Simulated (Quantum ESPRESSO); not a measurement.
GeIn3P4, input and log of a self-consistent run

A calculation, not a measurement. The program is pw.x of Quantum ESPRESSO 7.5 (plane-wave density functional theory). The cell is made up: 8 atoms on a zincblende/diamond lattice, with randomly drawn elements, strain and displacements, not relaxed. PseudoDojo standard norm-conserving files (v0.5 for PBE, v0.4.1 for LDA and PBEsol) set the functional; there is no spin polarisation, spin-orbit coupling or dispersion term, and the masses in the input are unused placeholders. A spin-polarised start on this cell or one of its family kept no moment.

Input:

```
&control calculation='scf', pseudo_dir='./dojo.nc.sr.pbe.v0_5.standard.upf', outdir='./o', disk_io='medium', tprnfor=.true., tstress=.true. /
&system ibrav=0, nat=8, ntyp=3, nbnd=47, ecutwfc=77.98206166, nosym=.true., tot_charge=0,
 occupations='smearing', smearing='fd', degauss=0.0073498644
/
&electrons conv_thr=7.350e-09, electron_maxstep=60, /
ATOMIC_SPECIES
Ge 1.0 Ge.upf
In 1.0 In.upf
P 1.0 P.upf
CELL_PARAMETERS angstrom
5.8311 -0.0549 -0.0373
-0.0549 5.7958 0.019
-0.0373 0.019 5.9232
ATOMIC_POSITIONS angstrom
Ge -0.0383 0.0242 0.0407
In -0.0524 2.9064 2.9469
In 2.9074 -0.0374 2.9054
In 2.7843 2.888 -0.0476
P 1.3706 1.4209 1.4715
P 1.408 4.3244 4.4448
P 4.318 1.4412 4.4284
P 4.345 4.3579 1.4787
K_POINTS automatic
6 6 6 1 1 1
```

The log is shortened where brackets say so; the opening notice, blank lines, dates and the lines on written files are dropped, and the path of the files is cut. It prints rydbergs, bohrs and kilobars, and counts compression as positive stress.

```
     Program PWSCF v.7.5
     Parallel version (MPI & OpenMP), running on       1 processor cores
     Number of MPI processes:                 1
     Threads/MPI process:                     1
     [start-up lines left out]
     bravais-lattice index     =            0
     lattice parameter (alat)  =      11.0199  a.u.
     unit-cell volume          =    1350.6918 (a.u.)^3
     number of atoms/cell      =            8
     number of atomic types    =            3
     number of electrons       =        73.00
     number of Kohn-Sham states=           47
     kinetic-energy cutoff     =      77.9821  Ry
     charge density cutoff     =     311.9282  Ry
     scf convergence threshold =      7.3E-09
     mixing beta               =       0.7000
     number of iterations used =            8  plain     mixing
     Exchange-correlation= PBE
                           (   1   4   3   4   0   0   0)
     [axes and pseudopotential details left out]
   Cartesian axes
     site n.     atom                  positions (alat units)
         1        Ge     tau(   1) = (  -0.0065678   0.0041499   0.0069794  )
         2        In     tau(   2) = (  -0.0089857   0.4983985   0.5053436  )
         3        In     tau(   3) = (   0.4985700  -0.0064135   0.4982271  )
         4        In     tau(   4) = (   0.4774605   0.4952433  -0.0081626  )
         5        P      tau(   5) = (   0.2350348   0.2436604   0.2523374  )
         6        P      tau(   6) = (   0.2414482   0.7415616   0.7622082  )
         7        P      tau(   7) = (   0.7404641   0.2471415   0.7593959  )
         8        P      tau(   8) = (   0.7450942   0.7473063   0.2535721  )
     number of k points=   108  Fermi-Dirac smearing, width (Ry)=  0.0073
     Number of k-points >= 100: set verbosity='high' to print them.
     Dense  grid:   125691 G-vectors     FFT dimensions: (  64,  64,  64)
     Estimated max dynamical RAM per process >     173.53 MB
     Initial potential from superposition of free atoms
     starting charge      72.9869, renormalised to      73.0000
     Starting wfcs are   52 randomized atomic wfcs
     total cpu time spent up to now is       51.0 secs
     per-process dynamical memory:   101.9 Mb
     Self-consistent Calculation
     iteration #  1     ecut=    77.98 Ry     beta= 0.70
     Davidson diagonalization with overlap
     ethr =  1.00E-02,  avg # of iterations =  4.0
     Threshold (ethr) on eigenvalues was too large:
     Diagonalizing with lowered threshold
     Davidson diagonalization with overlap
     ethr =  4.61E-04,  avg # of iterations =  3.1
     total cpu time spent up to now is      353.2 secs
     total energy              =    -632.69161560 Ry
     estimated scf accuracy    <       0.34495434 Ry
     iteration #  2     ecut=    77.98 Ry     beta= 0.70
     Davidson diagonalization with overlap
     ethr =  4.73E-04,  avg # of iterations =  2.0
     total cpu time spent up to now is      490.9 secs
     total energy              =    -632.77976152 Ry
     estimated scf accuracy    <       0.11252790 Ry
     iteration #  3     ecut=    77.98 Ry     beta= 0.70
     Davidson diagonalization with overlap
     ethr =  1.54E-04,  avg # of iterations =  3.1
     total cpu time spent up to now is      621.2 secs
     total energy              =    -632.80065061 Ry
     estimated scf accuracy    <       0.00486992 Ry
     iteration #  4     ecut=    77.98 Ry     beta= 0.70
     Davidson diagonalization with overlap
     c_bands:  1 eigenvalues not converged
     c_bands:  1 eigenvalues not converged
     c_bands:  1 eigenvalues not converged
     c_bands:  1 eigenvalues not converged
     c_bands:  1 eigenvalues not converged
     ethr =  6.67E-06,  avg # of iterations = 11.1
     total cpu time spent up to now is      810.8 secs
     total energy              =    -632.80152628 Ry
     estimated scf accuracy    <       0.00613913 Ry
     iteration #  5     ecut=    77.98 Ry     beta= 0.70
     Davidson diagonalization with overlap
     ethr =  6.67E-06,  avg # of iterations =  2.2
     total cpu time spent up to now is      940.9 secs
     total energy              =    -632.80262155 Ry
     estimated scf accuracy    <       0.00011457 Ry
     iteration #  6     ecut=    77.98 Ry     beta= 0.70
     Davidson diagonalization with overlap
     ethr =  1.57E-07,  avg # of iterations =  4.4
     total cpu time spent up to now is     1084.3 secs
     total energy              =    -632.80266120 Ry
     estimated scf accuracy    <       0.00002354 Ry
     iteration #  7     ecut=    77.98 Ry     beta= 0.70
     Davidson diagonalization with overlap
     ethr =  3.22E-08,  avg # of iterations =  2.3
     total cpu time spent up to now is     1196.5 secs
     total energy              =    -632.80266613 Ry
     estimated scf accuracy    <       0.00000275 Ry
     iteration #  8     ecut=    77.98 Ry     beta= 0.70
     Davidson diagonalization with overlap
     ethr =  3.76E-09,  avg # of iterations =  3.2
     total cpu time spent up to now is     1315.8 secs
     total energy              =    -632.80266683 Ry
     estimated scf accuracy    <       0.00000016 Ry
     iteration #  9     ecut=    77.98 Ry     beta= 0.70
     Davidson diagonalization with overlap
     ethr =  2.18E-10,  avg # of iterations =  4.9
     total cpu time spent up to now is     1489.6 secs
     total energy              =    -632.80266693 Ry
     estimated scf accuracy    <       0.00000008 Ry
     iteration # 10     ecut=    77.98 Ry     beta= 0.70
     Davidson diagonalization with overlap
     ethr =  1.15E-10,  avg # of iterations =  2.0
     total cpu time spent up to now is     1609.3 secs
     total energy              =    -632.80266695 Ry
     estimated scf accuracy    <       0.00000002 Ry
     iteration # 11     ecut=    77.98 Ry     beta= 0.70
     Davidson diagonalization with overlap
     ethr =  2.36E-11,  avg # of iterations =  2.0
     total cpu time spent up to now is     1718.6 secs
     End of self-consistent calculation
     [lines on levels left out]
!    total energy              =    -632.80266695 Ry
     estimated scf accuracy    <          1.5E-09 Ry
     smearing contrib. (-TS)   =      -0.00404861 Ry
     internal energy E=F+TS    =    -632.79861833 Ry
     The total energy is F=E-TS. E is the sum of the following terms:
     one-electron contribution =    -255.56935200 Ry
     hartree contribution      =     174.14495716 Ry
     xc contribution           =    -180.31008924 Ry
     ewald contribution        =    -371.06413425 Ry
     convergence has been achieved in  11 iterations
     Forces acting on atoms (cartesian axes, Ry/au):
     atom    1 type  1   force =     0.00442123   -0.00738488   -0.02258310
     atom    2 type  2   force =    -0.00031984   -0.00059921    0.00781424
     atom    3 type  2   force =    -0.00369433    0.00609828    0.01064363
     atom    4 type  2   force =     0.03638057   -0.01558015    0.01925504
     atom    5 type  3   force =    -0.00245604   -0.00960200   -0.00695403
     atom    6 type  3   force =    -0.03621312    0.04092567   -0.00258578
     atom    7 type  3   force =     0.00415245   -0.00988739    0.02074666
     atom    8 type  3   force =    -0.00227091   -0.00397032   -0.02633666
     Total force =     0.084536     Total SCF correction =     0.000160
     Computing stress (Cartesian axis) and pressure
          total   stress  (Ry/bohr**3)                   (kbar)     P=       25.63
   0.00017758  -0.00001655   0.00002719           26.12       -2.43        4.00
  -0.00001655   0.00019606  -0.00005312           -2.43       28.84       -7.81
   0.00002719  -0.00005312   0.00014900            4.00       -7.81       21.92
     init_run     :     47.63s CPU     50.83s WALL (       1 calls)
     electrons    :   1603.05s CPU   1667.62s WALL (       1 calls)
     forces       :     14.69s CPU     14.82s WALL (       1 calls)
     stress       :     55.26s CPU     55.47s WALL (       1 calls)
     [timing details left out]
     PWSCF        :  28m41.12s CPU  29m51.13s WALL
     JOB DONE.
```

In other units: free energy -8609.719 eV for the cell, pressure 2.56 GPa, largest force component 1.052 eV/Å. A rerun of this cell at 1347 eV and a 8 x 8 x 8 mesh moved values by no more than 0.010 eV in energy, 0.02 GPa in stress and 0.004 eV/Å in force.